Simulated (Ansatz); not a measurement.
**Profile along the Al–Co line in AlCo (CsCl type)**

AlCo (CsCl type)

```cif
data_AlCo
_chemical_formula_sum 'Al1 Co1'
_space_group_name_H-M_alt 'Pm-3m'
_space_group_IT_number 221
_space_group_name_Hall '-P 4 2 3'
_cell_length_a 2.82274
_cell_length_b 2.82274
_cell_length_c 2.82274
_cell_angle_alpha 90.000
_cell_angle_beta 90.000
_cell_angle_gamma 90.000
loop_
_atom_site_label
_atom_site_type_symbol
_atom_site_symmetry_multiplicity
_atom_site_Wyckoff_symbol
_atom_site_fract_x
_atom_site_fract_y
_atom_site_fract_z
_atom_site_occupancy
Al1 Al 1 a 0.00000 0.00000 0.00000 1
Co1 Co 1 b 0.50000 0.50000 0.50000 1
```

Fields along a shortest Al–Co line of a {110} plane (2.44 Å), from Al to Co, interpolated on the slice's grid (step about 0.2 Å). The numbers are results of PBEsol (plane waves to 420 eV, PAW, scalar-relativistic; Ansatz, a quantum-chemistry and plane-wave program), not measurements. k mesh 16×16×16. Inside the PAW spheres the values are not all-electron values, and peaks at nuclei hang on which shells count as valence. AlCo is run without spin polarisation. AlCo was relaxed with its symmetry unable to fall.

```csv
distance from Al (Å),valence electron density (e/Å³),electron localisation function
0.00,0.06,x
0.12,0.06,x
0.24,0.07,x
0.37,0.08,x
0.49,0.10,x
0.61,0.15,0.09
0.73,0.20,0.26
0.85,0.25,0.42
0.98,0.28,0.49
1.10,0.30,0.47
1.22,0.33,0.38
1.34,0.39,0.28
1.46,0.53,0.22
1.59,0.87,0.23
1.71,1.71,0.29
1.83,3.60,0.42
1.95,7.92,x
2.07,16.97,x
2.20,32.12,x
2.32,49.12,x
2.44,57.09,x
```

x: too close to a nucleus for the ELF to mean much.

Density on the Al–Co line (2.44 Å) at its midpoint: 0.33 e/Å³. ELF at that point: 0.4.
